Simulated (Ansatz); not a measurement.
RbZnBr3, cubic perovskite, relaxed with r2SCAN in the plane-wave code Ansatz: the symmetry is Pm-3m (No. 221, cubic); conventional cell a = 5.249 Å, 28.92 Å³ an atom. Rb is surrounded by 12 Br at 3.71 Å; Zn is surrounded by 6 Br at 2.62 Å; Br is surrounded by 2 Zn at 2.62 Å and 4 Rb at 3.71 Å. The cell was then strained (x, y and z are the cube axes), with the atoms relaxed again; stress is positive in compression. The structure was generated, not taken from experiment, and needn't be the ground state; spin polarisation is off.

- Uniaxial -2.0 % along x, other directions held: r2SCAN's stress changes by +1.18 GPa along the strain and +0.51 GPa across it.
- Epitaxial strain of +2.0 % in the (001) plane: the free normal strain is -1.68 % and the in-plane stress changes by -0.99 GPa.

Question: Estimate C₁₁, C₁₂ and the bulk modulus from the uniaxial step.

Answer: With compression positive, C₁₁ ≈ −Δσ∥/ε = (-1.18)/(-0.0200) = 59 GPa and C₁₂ ≈ (-0.51)/(-0.0200) = 26 GPa; B = (C₁₁ + 2C₁₂)/3 = 37 GPa. A one-sided step carries third-order terms: it reads high by some per cent.

Question: What do the film's normal strain and stress say about the elastic constants?

Answer: ε⊥/ε∥ = (-0.0168)/(+0.0200) = -0.84, which linear elasticity sets to −2C₁₂/C₁₁ = -0.86 from the uniaxial step. The biaxial modulus is M = −Δσ/ε∥ = 50 GPa (C₁₁ + C₁₂ − 2C₁₂²/C₁₁ = 62 GPa).

Question: How much elastic energy does the film store, with 28.92 Å³ an atom?

Answer: u = M ε∥² = −Δσ ε∥ = +0.99 × (+0.0200) = 0.0198 GPa, and 1 GPa Å³ is 6.2415 meV: 3.57 meV an atom. The total energies of the two runs differ by 3.61 meV an atom.
